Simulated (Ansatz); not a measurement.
LiH (rock salt)

Space group Fm-3m (No. 225); a = b = c = 4.005 Å, α = β = γ = 90.00°

```csv
atom,site,symmetry,x,y,z
H,4a,m-3m,0.0000,0.0000,0.0000
Li,4b,m-3m,0.5000,0.5000,0.5000
```
(The calculation used a cell of 2 atoms; values per cell refer to that cell.)

Two coordinates are scanned: the volume, and the ratio of the stretch along z (the conventional c axis) to the stretch across it. Atoms keep their fractional coordinates.

Level of theory: r2SCAN (plane waves to 500 eV, PAW, scalar-relativistic; Ansatz, a program for electronic structure). k mesh 14×14×14 (Γ-centred), Fermi-Dirac smearing 0.05 eV. Compression counts positive. LiH was relaxed with its symmetry unable to fall. 

```json
[
 {"P (GPa)": "(c/a)/(c/a)₀ = 0.920", "V/V₀ = 0.960": "?", "V/V₀ = 0.980": "1.22", "V/V₀ = 1.000": "0.44", "V/V₀ = 1.020": "-0.26", "V/V₀ = 1.040": "-0.92"},
 {"P (GPa)": "(c/a)/(c/a)₀ = 0.960", "V/V₀ = 0.960": "1.69", "V/V₀ = 0.980": "?", "V/V₀ = 1.000": "0.10", "V/V₀ = 1.020": "-0.59", "V/V₀ = 1.040": "-1.23"},
 {"P (GPa)": "(c/a)/(c/a)₀ = 1.000", "V/V₀ = 0.960": "1.58", "V/V₀ = 0.980": "0.75", "V/V₀ = 1.000": "0.00", "V/V₀ = 1.020": "-0.69", "V/V₀ = 1.040": "-1.33"},
 {"P (GPa)": "(c/a)/(c/a)₀ = 1.040", "V/V₀ = 0.960": "1.68", "V/V₀ = 0.980": "?", "V/V₀ = 1.000": "0.09", "V/V₀ = 1.020": "-0.60", "V/V₀ = 1.040": "-1.24"},
 {"P (GPa)": "(c/a)/(c/a)₀ = 1.080", "V/V₀ = 0.960": "1.97", "V/V₀ = 0.980": "1.13", "V/V₀ = 1.000": "?", "V/V₀ = 1.020": "?", "V/V₀ = 1.040": "-0.99"}
]
```

Task: Fill in the missing entries.

Result: 
- (c/a)/(c/a)₀ = 0.920, V/V₀ = 0.960: 2.06
- (c/a)/(c/a)₀ = 0.960, V/V₀ = 0.980: 0.86
- (c/a)/(c/a)₀ = 1.040, V/V₀ = 0.980: 0.85
- (c/a)/(c/a)₀ = 1.080, V/V₀ = 1.000: 0.36
- (c/a)/(c/a)₀ = 1.080, V/V₀ = 1.020: -0.34

(A scan under strain: stresses follow from slopes of the energy per volume, elastic moduli from its curvatures.)
